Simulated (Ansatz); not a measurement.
## Profile along the Mg–Mg line in Mg (hcp, Mg type)

Mg (hcp, Mg type)

```
CELL_PARAMETERS angstrom
      3.17308     0.00000     0.00000
     -1.58654     2.74797     0.00000
      0.00000     0.00000     5.18247
ATOMIC_POSITIONS crystal
  Mg 0.33333 0.66667 0.75000
  Mg 0.66667 0.33333 0.25000
```

Fields along a shortest Mg–Mg line of a (-1 1 0 2) plane (3.17 Å), from Mg to Mg, interpolated on the slice's grid (step about 0.2 Å). These are r2SCAN (plane waves to 500 eV, PAW, scalar-relativistic; Ansatz, a quantum-chemistry and plane-wave program) values and carry that method's errors. k mesh 17×17×9. Inside the PAW spheres the values are not all-electron values, and peaks at nuclei hang on which shells count as valence. Mg was relaxed with its symmetry unable to fall.

| distance from Mg (Å) | valence electron density (e/Å³) | electron localisation function |
|---|---|---|
| 0.00 | 31.51 | x |
| 0.32 | 15.16 | x |
| 0.63 | 1.09 | 0.30 |
| 0.95 | 0.13 | 0.05 |
| 1.27 | 0.10 | 0.37 |
| 1.58 | 0.10 | 0.60 |
| 1.90 | 0.10 | 0.37 |
| 2.22 | 0.13 | 0.05 |
| 2.54 | 1.09 | 0.30 |
| 2.85 | 15.16 | x |
| 3.17 | 31.51 | x |

x: too close to a nucleus for the ELF to mean much.

Density on the Mg–Mg line (3.17 Å) at its midpoint: 0.10 e/Å³. ELF at that point: 0.6. ELF maximum in the middle third of the Mg–Mg line: 0.60, 1.6 Å from Mg.
